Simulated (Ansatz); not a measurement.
Molecular dynamics on a 2×2×2 supercell (24 atoms) of Be2Si (antifluorite), relaxed with r2SCAN. Forces come from PBE in Ansatz 0.2.0: Langevin thermostat and barostat (NPT), 450 K, steps of 1 fs. Spin polarisation is off, nuclei are classical, and the run is far too short for thermal averages. The structure comes from a prototype and may be hypothetical.

```yaml
crystal:
  lattice:
    - [0.0, 5.282766093, 5.282766093]
    - [5.282766093, 0.0, 5.282766093]
    - [5.282766093, 5.282766093, 0.0]
  atoms:
    - { symbol: Si, position: [0.0, 0.0, 0.0] }
    - { symbol: Be, position: [0.125, 0.125, 0.125] }
    - { symbol: Be, position: [0.375, 0.375, 0.375] }
    - { symbol: Si, position: [0.0, 0.0, 0.5] }
    - { symbol: Be, position: [0.125, 0.125, 0.625] }
    - { symbol: Be, position: [0.375, 0.375, 0.875] }
    - { symbol: Si, position: [0.0, 0.5, 0.0] }
    - { symbol: Be, position: [0.125, 0.625, 0.125] }
    - { symbol: Be, position: [0.375, 0.875, 0.375] }
    - { symbol: Si, position: [0.0, 0.5, 0.5] }
    - { symbol: Be, position: [0.125, 0.625, 0.625] }
    - { symbol: Be, position: [0.375, 0.875, 0.875] }
    - { symbol: Si, position: [0.5, 0.0, 0.0] }
    - { symbol: Be, position: [0.625, 0.125, 0.125] }
    - { symbol: Be, position: [0.875, 0.375, 0.375] }
    - { symbol: Si, position: [0.5, 0.0, 0.5] }
    - { symbol: Be, position: [0.625, 0.125, 0.625] }
    - { symbol: Be, position: [0.875, 0.375, 0.875] }
    - { symbol: Si, position: [0.5, 0.5, 0.0] }
    - { symbol: Be, position: [0.625, 0.625, 0.125] }
    - { symbol: Be, position: [0.875, 0.875, 0.375] }
    - { symbol: Si, position: [0.5, 0.5, 0.5] }
    - { symbol: Be, position: [0.625, 0.625, 0.625] }
    - { symbol: Be, position: [0.875, 0.875, 0.875] }
kpoints:
  mp_grid: { grid: [2, 2, 2] }
hamiltonian:
  xc: pbe
scf:
  occupations: { method: fermi_dirac, width: 0.039 }
md:
  ensemble: npt_langevin
  temperature: 450
  timestep: 1.0
  n_steps: 30
  initial_velocities: maxwell_boltzmann
  seed: 5380
```

Run as `ansatz run input.yaml --threads 4 --pin off --max-ram 3686MiB --backend cpu --events-out ev --progress --plain --runs-dir out`. It took 93 s on 4 threads of Intel(R) Xeon(R) Processor @ 2.50GHz (Skylake/Cascade Lake), with other jobs on the host; peak host memory 0.96 GiB.

| step | t (fs) | T (K) | free energy F from step 0 (meV/atom) | kinetic energy (meV/atom) | pressure (GPa) | volume (Å³/atom) | largest force (eV/Å) |
| --- | --- | --- | --- | --- | --- | --- | --- |
| 0 | 0 | 431 | 0.0 | 55.7 | 0.75 | 12.29 | 0.00 |
| 1 | 1 | 433 | 0.2 | 55.9 | 0.76 | 12.29 | 0.15 |
| 2 | 2 | 442 | 1.0 | 57.1 | 0.78 | 12.29 | 0.32 |
| 3 | 3 | 425 | 2.2 | 54.9 | 0.76 | 12.29 | 0.49 |
| 4 | 4 | 406 | 3.9 | 52.5 | 0.75 | 12.30 | 0.66 |
| 5 | 5 | 382 | 5.9 | 49.4 | 0.73 | 12.30 | 0.82 |
| 6 | 6 | 365 | 8.4 | 47.1 | 0.70 | 12.31 | 0.96 |
| 7 | 7 | 341 | 11.1 | 44.0 | 0.68 | 12.32 | 1.10 |
| 8 | 8 | 298 | 13.9 | 38.6 | 0.63 | 12.33 | 1.21 |
| 9 | 9 | 299 | 16.9 | 38.6 | 0.65 | 12.34 | 1.32 |
| 10 | 10 | 267 | 20.0 | 34.5 | 0.65 | 12.35 | 1.42 |
| 11 | 11 | 238 | 23.0 | 30.8 | 0.65 | 12.36 | 1.51 |
| 12 | 12 | 239 | 25.8 | 30.9 | 0.66 | 12.37 | 1.59 |
| 13 | 13 | 202 | 28.4 | 26.0 | 0.59 | 12.38 | 1.66 |
| 14 | 14 | 180 | 30.6 | 23.3 | 0.53 | 12.39 | 1.72 |
| 15 | 15 | 173 | 32.5 | 22.4 | 0.49 | 12.40 | 1.76 |
| 16 | 16 | 177 | 33.9 | 22.9 | 0.43 | 12.41 | 1.78 |
| 17 | 17 | 181 | 34.8 | 23.5 | 0.36 | 12.42 | 1.77 |
| 18 | 18 | 179 | 35.4 | 23.1 | 0.25 | 12.44 | 1.75 |
| 19 | 19 | 185 | 35.5 | 23.8 | 0.12 | 12.45 | 1.71 |
| 20 | 20 | 201 | 35.2 | 26.0 | -0.01 | 12.47 | 1.65 |
| 21 | 21 | 222 | 34.5 | 28.8 | -0.14 | 12.48 | 1.59 |
| 22 | 22 | 240 | 33.5 | 31.1 | -0.29 | 12.50 | 1.51 |
| 23 | 23 | 264 | 32.2 | 34.1 | -0.43 | 12.51 | 1.42 |
| 24 | 24 | 267 | 30.7 | 34.5 | -0.59 | 12.53 | 1.32 |
| 25 | 25 | 308 | 29.0 | 39.8 | -0.71 | 12.54 | 1.22 |
| 26 | 26 | 323 | 27.2 | 41.7 | -0.86 | 12.55 | 1.12 |
| 27 | 27 | 349 | 25.6 | 45.2 | -0.99 | 12.56 | 1.03 |
| 28 | 28 | 368 | 24.2 | 47.6 | -1.10 | 12.57 | 0.99 |
| 29 | 29 | 388 | 22.9 | 50.2 | -1.18 | 12.57 | 0.95 |
| 30 | 30 | 401 | 21.9 | 51.9 | -1.26 | 12.58 | 0.95 |

The temperature starts at 431 K, is lowest at step 15 (173 K, 15 fs) and ends at 401 K. The atoms start on their lattice sites with kinetic energy alone, so much of it first passes into potential energy.

Positions (Å) and forces (eV/Å) at step 30:
```
cell (Å): 0.000 5.324 5.324; 5.324 0.000 5.324; 5.324 5.324 0.000
Si  -0.068   0.078  -0.121    -0.189   0.208   0.242
Be   1.148   1.261   1.422     0.588  -0.224  -0.183
Be   4.053   3.816   4.152    -0.055   0.464  -0.358
Si   2.625   2.617   0.116    -0.255   0.132   0.396
Be   4.132   4.117   1.319    -0.284  -0.449   0.051
Be   6.629   6.353   3.829     0.222   0.590   0.056
Si   2.831  -0.046   2.575    -0.788  -0.432   0.055
Be   3.845   1.455   3.951     0.212  -0.151  -0.159
Be   6.618   4.058   6.698     0.124   0.003   0.094
Si   5.324   2.672   2.670     0.827   0.342   0.048
Be   6.694   3.944   4.028     0.158   0.145  -0.071
Be   9.304   6.775   6.632    -0.239  -0.116  -0.066
Si   0.028   2.690   2.734    -0.437  -0.554   0.046
Be   1.266   4.102   3.904     0.081   0.228   0.328
Be   4.087   6.719   6.724    -0.019  -0.130  -0.419
Si   2.710   5.310   2.716     0.550  -0.021  -0.625
Be   3.891   6.686   4.008     0.258   0.237   0.359
Be   6.631   9.397   6.595    -0.249   0.103   0.056
Si   2.482   2.688   5.193    -0.089  -0.453   0.825
Be   4.110   3.897   6.635    -0.408  -0.053  -0.545
Be   6.713   6.646   9.329     0.103   0.106  -0.210
Si   5.313   5.340   5.311    -0.036  -0.176  -0.014
Be   6.739   6.581   6.647    -0.264   0.136   0.190
Be   9.211   9.217   9.425     0.187   0.065  -0.094
```
